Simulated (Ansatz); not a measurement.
P:
```yaml
crystal:
  lattice:
    - [1.65019, -5.50861, 0.00000]
    - [1.65019, 5.50861, 0.00000]
    - [0.00000, 0.00000, 4.55654]
  atoms:
    - { symbol: P, position: [0.40458, 0.59542, 0.58843] }
    - { symbol: P, position: [0.59542, 0.40458, 0.41157] }
    - { symbol: P, position: [0.90458, 0.09542, 0.91157] }
    - { symbol: P, position: [0.09542, 0.90458, 0.08843] }
```

Relaxed with r²SCAN. Special points in fractions of this cell's reciprocal vectors: Γ (0.000, 0.000, 0.000); Y (-0.500, 0.500, 0.000); C0 (-0.272, 0.728, 0.000); Σ0 (0.272, 0.272, 0.000); Z (0.000, 0.000, 0.500); A0 (0.272, 0.272, 0.500); E0 (-0.272, 0.728, 0.500); T (-0.500, 0.500, 0.500); S (0.000, 0.500, 0.000); R (0.000, 0.500, 0.500).

Problem. List the band energies nearest the valence-band maximum at these points for r²SCAN in the plane-wave PAW code Ansatz.

Solution. In eV from the valence-band maximum; about four levels below and three above (degenerate sets whole), none deeper than 8.9 eV; points with the same levels are listed once.

```json
[
 {"k": "Γ", "below": "-4.25 -2.86 -2.68 -1.22", "above": "0.71 1.27 2.15"},
 {"k": "Y", "below": "-4.35 -2.53 -1.67 0.00", "above": "0.25 1.04 2.37"},
 {"k": "C0", "below": "-3.79 -3.53 -2.71 -2.49", "above": "0.88 1.02 1.47"},
 {"k": "Z", "below": "-3.43 -3.43 -1.73 -1.73", "above": "1.70 1.70 3.10 3.10"},
 {"k": "A0", "below": "-4.97 -4.97 -1.79 -1.79", "above": "1.95 1.95 3.53 3.53"},
 {"k": "T", "below": "-2.93 -2.93 -2.03 -2.03", "above": "1.65 1.65 2.83 2.83"},
 {"k": "S", "below": "-3.53 -3.53 -2.70 -2.70", "above": "0.87 0.87 1.68 1.68"},
 {"k": "R", "below": "-5.46 -5.46 -1.88 -1.88", "above": "1.87 1.87 3.64 3.64"}
]
```

Space group Cmce (black phosphorus). Symmetry was held in the r²SCAN relaxation. A crystal of weakly bound layers computed without a dispersion correction: the cell and the soft elastic constants depend strongly on that.

Potentials: the earlier of the program's two PAW sets.
